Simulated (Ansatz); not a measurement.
GePt2:
```
GePt2
1.0
    6.70685     0.00000     0.00000
   -3.35343     5.80830     0.00000
    0.00000     0.00000     3.57396
Ge Pt
3 6
Direct
  0.66667   0.33333   0.00000
  0.33333   0.66667   0.00000
  0.00000   0.00000   0.50000
  0.61985   0.00000   0.50000
  0.38015   0.38015   0.50000
  0.00000   0.61985   0.50000
  0.00000   0.28078   0.00000
  0.28078   0.00000   0.00000
  0.71922   0.71922   0.00000
```

Relaxed with r²SCAN. Special points in fractions of this cell's reciprocal vectors: Γ (0.000, 0.000, 0.000); M (0.500, 0.000, 0.000); K (0.333, 0.333, 0.000); A (0.000, 0.000, 0.500); L (0.500, 0.000, 0.500); H (0.333, 0.333, 0.500).

Task: List the band energies nearest the Fermi level at these points for DFT-r²SCAN in the program Ansatz with PAW potentials.

Result: In eV from the Fermi level; about four levels below and three above (degenerate sets whole), none deeper than 8.9 eV; points with the same levels are listed once.

```csv
k,below,above
Γ,-1.37 -1.36 -1.36 -1.03,0.26 2.48 5.20
M,-1.07 -0.93 -0.87 -0.31,0.51 1.37 1.48
K,-1.20 -1.20 -1.20 -0.91 -0.91 -0.81,1.41 1.62 1.62
A,-1.80 -1.80 -0.67 -0.67,0.15 0.15 0.99
L,-1.32 -1.31 -1.07 -1.00,1.16 1.56 2.47
H,-1.35 -1.35 -1.23 -1.14 -1.14,1.80 1.80 1.93
```

Space group P-62m. The first step of the workflow began from a Materials Project structure, measured or hypothetical; the Crystallography Open Database copy checked does not list it. Whether it is the stable phase at ambient conditions was not checked. The cell was relaxed with r²SCAN under the symmetry of its start; its stability against distortions is not shown here. The run is not spin-polarised. Spin–orbit coupling is left out wherever it is not named.

Potentials: the later of the program's two PAW sets.
